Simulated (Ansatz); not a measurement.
Run on FeSb (P63/mmc) — total moment held at 3.83 μB

Level of theory: DFT, LDA, all-electron PAW with datasets made for the crystal, scalar-relativistic in Ansatz.

Command: `ansatz run input.yaml --threads 2 --pin off --max-ram 6144MiB --backend cpu --events-out ev --progress --plain --runs-dir out`

```yaml
crystal:
  lattice:
    - [4.06, 0.0, 0.0]
    - [-2.03, 3.5160631394, 0.0]
    - [0.0, 0.0, 5.13]
  atoms:
    - { symbol: Fe, position: [0.0, 0.0, 0.0], spin: 1.915 }
    - { symbol: Fe, position: [0.0, 0.0, 0.5], spin: 1.915 }
    - { symbol: Sb, position: [0.3333333333, 0.6666666667, 0.25] }
    - { symbol: Sb, position: [0.6666666667, 0.3333333333, 0.75] }
magnetization:
  spin_polarized: true
  initial_magnetization: 3.83
  spin_locking: { lock_magnetization: hard }
kpoints:
  mp_grid: { grid: [8, 8, 6] }
scf:
  occupations: { method: fermi_dirac, width: 0.1 }
  lower_state_search: "off"
hamiltonian:
  xc: lda
  pseudopotentials: { kind: all_electron, datasets: crystal }
output:
  forces: true
  stress: true
  eigenvalues: false
```

Log:

```
settings of this run that can trade accuracy for cost: output.eigenvalues: false. Do not mix this run's numbers with those of runs without the same settings; the input reference describes each key
hamiltonian.pseudopotentials.datasets: crystal makes datasets for this crystal and solves the spheres of its atoms anew in each pass: cutoff 280.0 eV, the density's 1120.0 eV; for an error of 0.50 meV an atom under PBE, 2.0 meV for the cell; an energy difference from a run of another recipe may be off by several times the error for the cell, under r2SCAN by more, where some 0.1 meV an atom stays a …
Engine: ansatz 0.2.0
Pseudopotentials: kind: all_electron
Pseudopotential: Fe, paw, valence charge 16, recommended cutoff 280 eV (normal), crystal/all_electron/lda/scalar/gaussian/Fe, Koelling and Harmon's equation, gaussian nucleus
Pseudopotential: Sb, paw, valence charge 15, recommended cutoff 280 eV (normal), crystal/all_electron/lda/scalar/gaussian/Sb, Koelling and Harmon's equation, gaussian nucleus
Functional definition: SPW92
  exchange = slater_x
  correlation = pw_c
Crystal: 4 atoms, lattice volume = 73.232 Å³
Basis set: ecut = 280 eV, 769 PW (Γ)
Bands: 40, of which v1, the nominal top of the filled ones, is band 31 counted from 1 (30 counted from 0)
Symmetry: 24 space group operations
Space group: P63/mmc (ITA 194), of the structure as read, at distance tolerance 4.2e-5 Å
Magnetic group: BNS 194.263 (UNI 1493), of the structure as read, at distance tolerance 4.2e-5 Å
k-points: 40 of 384
Non-local potential: Fe, projectors of the file, l = 0: 2, l = 1: 2, l = 2: 2
Non-local potential: Sb, projectors of the file, l = 0: 1, l = 1: 1, l = 2: 2
PAW form: soft (Blöchl's): semilocal exchange-correlation on the pseudo side does not see the compensation charge
PAW one-centre angular grid: Fe, 590 points (default); XC on its mesh's 1913 points in the sphere
PAW one-centre angular grid: Sb, 590 points (default); XC on its mesh's 1863 points in the sphere
Initial density: superposition of atomic densities (chi_scale 0.1, normalization cell)
Starting moments: Σ|m| = 3.83 μB on 2 of 4 sites
Initial wavefunctions: pseudopotential atomic-orbital guess
Functional: x = slater, c = lda
iter 1 solved again at ethr=2.34e-2 eV; its pass at ethr=1.00e-1 eV (dr2=1.45e1 eV) is discarded
SCF iter   1: F=—  HF=-421588.905394 eV  |F-HF|=—  |Δ(HF+E_count)|=         —  Δρ=7.60e-2 (↑6.83e-2 ↓7.60e-2)  dr2=1.48e1  dr2_m=3.61e-2  M=3.830 μB ∫|m|=4.079 μB  β_m=0.30  ethr=2.34e-2  ⟨swp⟩=2.6  Hψ=15631  notcnv=0
preconditioner: auto → Kerker (q_TF=auto, 2.654 Å⁻¹)  [metal: Δε(μ)=0.005 eV  Ē_g=7.286 eV  σ=0.100 eV  W_gap=0.01  n_scr=22 (ndim 8)  ℏωp=22.1 eV  f_vac=0.000  D(μ)=4.59/eV (n_scr^D=52)]
spin=Collinear: Kerker preconditioning applied to the charge; magnetization (m = ρ↑ − ρ↓) channel mixes plain (no charge-response kernel on spin).
iter 2 solved again at ethr=1.77e-3 eV; its pass at ethr=2.34e-2 eV (dr2=1.10e0 eV) is discarded
SCF iter   2: F=—  HF=-421587.365567 eV  |F-HF|=—  |Δ(HF+E_count)|=    1.54e0  Δρ=1.83e-2 (↑1.83e-2 ↓1.35e-2)  dr2=1.16e0  dr2_m=3.30e-2  M=3.830 μB ∫|m|=3.979 μB  β_m=0.28  ethr=1.77e-3  ⟨swp⟩=2.8  Hψ=13664  notcnv=0  defer=3
SCF iter   3: F=—  HF=-421586.848454 eV  |F-HF|=—  |Δ(HF+E_count)|=   5.17e-1  Δρ=2.50e-2 (↑1.59e-2 ↓2.50e-2)  dr2=1.02e0  dr2_m=2.29e-2  M=3.830 μB ∫|m|=4.084 μB  β_m=0.44  ethr=1.77e-3  ⟨swp⟩=3.1  Hψ=7417  notcnv=0  defer=1
SCF iter   4: F=—  HF=-421586.611067 eV  |F-HF|=—  |Δ(HF+E_count)|=   2.37e-1  Δρ=6.48e-3 (↑4.72e-3 ↓6.48e-3)  dr2=9.79e-2  dr2_m=4.36e-3  M=3.830 μB ∫|m|=4.122 μB  β_m=0.63  ethr=1.64e-3  ⟨swp⟩=2.4  Hψ=6421  notcnv=0  defer=1
SCF iter   5: F=—  HF=-421586.609338 eV  |F-HF|=—  |Δ(HF+E_count)|=   1.73e-3  Δρ=2.53e-3 (↑2.53e-3 ↓2.25e-3)  dr2=2.63e-2  dr2_m=7.00e-4  M=3.830 μB ∫|m|=4.142 μB  β_m=0.72  ethr=1.58e-4  ⟨swp⟩=3.0  Hψ=7369  notcnv=0
SCF iter   6: F=—  HF=-421586.602419 eV  |F-HF|=—  |Δ(HF+E_count)|=   6.92e-3  Δρ=1.08e-3 (↑6.49e-4 ↓1.08e-3)  dr2=1.81e-3  dr2_m=1.59e-4  M=3.830 μB ∫|m|=4.164 μB  β_m=0.70  ethr=4.24e-5  ⟨swp⟩=3.0  Hψ=6545  notcnv=0
SCF iter   7: F=—  HF=-421586.606634 eV  |F-HF|=—  |Δ(HF+E_count)|=   4.21e-3  Δρ=8.47e-4 (↑4.96e-4 ↓8.47e-4)  dr2=9.86e-4  dr2_m=3.45e-5  M=3.830 μB ∫|m|=4.172 μB  β_m=0.70  ethr=2.91e-6  ⟨swp⟩=3.0  Hψ=7294  notcnv=0
SCF iter   8: F=—  HF=-421586.607004 eV  |F-HF|=—  |Δ(HF+E_count)|=   3.70e-4  Δρ=5.66e-4 (↑3.64e-4 ↓5.66e-4)  dr2=5.27e-4  dr2_m=9.88e-6  M=3.830 μB ∫|m|=4.176 μB  β_m=0.85  ethr=1.59e-6  ⟨swp⟩=2.2  Hψ=5847  notcnv=0  defer=4
SCF iter   9: F=—  HF=-421586.606983 eV  |F-HF|=—  |Δ(HF+E_count)|=   2.08e-5  Δρ=7.07e-5 (↑7.07e-5 ↓6.69e-5)  dr2=2.08e-5  dr2_m=2.76e-8  M=3.830 μB ∫|m|=4.178 μB  β_m=0.92  ethr=8.51e-7  ⟨swp⟩=3.0  Hψ=6136  notcnv=0
SCF iter  10: F=—  HF=-421586.606984 eV  |F-HF|=—  |Δ(HF+E_count)|=   8.53e-7  Δρ=2.07e-5 (↑2.07e-5 ↓1.87e-5)  dr2=1.82e-6  dr2_m=9.20e-9  M=3.830 μB ∫|m|=4.178 μB  β_m=0.96  ethr=3.36e-8  ⟨swp⟩=3.0  Hψ=6103  notcnv=0
SCF iter  11: F=—  HF=-421586.606984 eV  |F-HF|=—  |Δ(HF+E_count)|=   2.07e-8  Δρ=1.17e-5 (↑9.17e-6 ↓1.17e-5)  dr2=4.54e-7  dr2_m=2.34e-9  M=3.830 μB ∫|m|=4.179 μB  β_m=0.98  ethr=2.94e-9  ⟨swp⟩=3.0  Hψ=6226  notcnv=0
SCF iter  12: F=-421586.606984 eV  HF=-421586.606984 eV  |F-HF|=3.28e-8  |Δ(HF+E_count)|=   7.87e-8  Δρ=2.83e-6 (↑2.58e-6 ↓2.83e-6)  dr2=2.92e-8  dr2_m=6.29e-11  M=3.830 μB ∫|m|=4.179 μB  ethr=7.32e-10  ⟨swp⟩=3.1  Hψ=6353  notcnv=0
SCF 1 converged in 12 iterations: F = -421586.606984 eV  dr2 = 2.92e-8
  Residual-converged pass: ⟨swp⟩=3.2  Hψ=7055  notcnv=0  max |occ|·‖R‖ = 6.7e-6 eV (tolerance 6.7e-6 eV)  dr2=2.71e-8  dr2_m=5.70e-11  dr2_onsite=3.10e-8  max |Δocc| = 2.8e-9
  greatest PAW one-centre occupation: 1.008 electrons in one spin orbital (limit 2), on the Fe atom at site 1 (counted from 0), in its partial waves of l = 1
SCF converged after 12 iterations
Stability checked in part: among states of this total moment the steps that led to this state did not find it unstable. No probe was made; neither looks for a lower state of another moment (fixed_total_moment; see scf.lower_state_search)
Magnetization: 3.8300 μB (32.9150 up, 29.0850 down)
Absolute magnetization: 4.1785 μB (∫|ρ↑−ρ↓|)
Spin contamination: 0.2298 ħ² per cell (⟨S²⟩ above its minimum at these occupations)
Per-site moments (μB) at R_I (Å): [(1.9369503645756998, 1.0580625), (1.9369503645756996, 1.0580625), (-0.03689284612056611, 1.102181133473948), (-0.03689284612056558, 1.1021811334739477)]
Free energy (F): -421586.606984 eV
Harris-Foulkes:  -421586.606984 eV  (|F-HF|=3.28e-8)
Internal energy: -421586.444738 eV  (E = F + TS)
E sigma→0 (E₀):  -421586.525861 eV
Entropy (-TS):   -0.162246 eV (-40.561 meV/atom)
Past the cutoff: the bands carry plane waves up to 1.75 times it, of which those up to 1.5 times it add -0.000515 eV an atom, each by itself; the spheres take 0.000398 eV an atom off the energy for waves past 1.75 times it
By the cutoff:   a pressure is off by up to 0.008 GPa (1.2 times the spheres' own share and the shells' term, over an atom's volume, and 0.004 GPa: a bound that held against runs at twice the plane waves)
Past the cutoffs: a stress includes 0.0017 GPa for waves and charges beyond them, in addition to the slope of what the spheres take
In the spheres:  the bands' charges fall short by 2.4e-6 e at most (sound up to 1e-3)
Fermi energy:    16.226121 (↑ 16.373043, ↓ 16.079199) eV
--- Per-component energies (eV) ---
  E_band       = -637.033277
  E_kinetic    = 447.490129
  E_local      = -5375.437185  (includes V_loc(G=0)·N_el)
  E_nonlocal   = -814.718654
  E_hartree    = 2729.152548
  E_xc         = -217.533055
  E_vxc        = -276.374717  (∫ρ·V_xc dr)
  E_paw        = -427145.801663  (= ΣΔE_a)
  E_vpaw       = -16215.665289  (= ΣTr[D̂ρ^β])
  E_ewald      = -7348.979566
  E_smearing   = -0.162246  (= −TS)
  E_closure    = 16139.382707  (closes the sum)
  Σ components = -421586.606984   (vs F -421586.606984, Δ=0.00e0)
  The terms above E_closure are by the made datasets' own strengths, without shells solved beside the bands.
--- Forces (eV/Å), atoms counted from 1 ---
  atom   1  Fe     0.00000000    -0.00000000    -0.00000000
  atom   2  Fe     0.00000000     0.00000000     0.00000000
  atom   3  Sb     0.00000000     0.00000000     0.00000000
  atom   4  Sb    -0.00000000    -0.00000000     0.00000000
  max |Σ_I F_I| component: 9.25e-18 eV/Å
--- Stress (GPa, compression-positive) ---
       -8.762532      -0.000000       0.000000
       -0.000000      -8.762532      -0.000000
        0.000000      -0.000000     -10.674069
  P = ⅓ Tr σ = -9.3997 GPa (-93.997 kbar)
settings of this run that can trade accuracy for cost: output.eigenvalues: false. Do not mix this run's numbers with those of runs without the same settings; the input reference describes each key
```

Site moments (μB): Fe1 1.94, Fe2 1.94, Sb3 -0.04, Sb4 -0.04. Cell moment 3.83 μB.

The magnetic group in the log treats spin as a scalar label, without spin–orbit coupling.

The Ansatz runs typed with the search for lower states off end where their start leads. Spin–orbit coupling is left out although heavy atoms are present. None of this fixes the real material's magnetic order: only patterns that fit the cell were computed, without spin fluctuations and on one mesh and smearing, with a functional that can overstate moments.

It took 17 s on 2 threads of Arm Neoverse V2, on a shared host, peak memory 0.93 GiB.
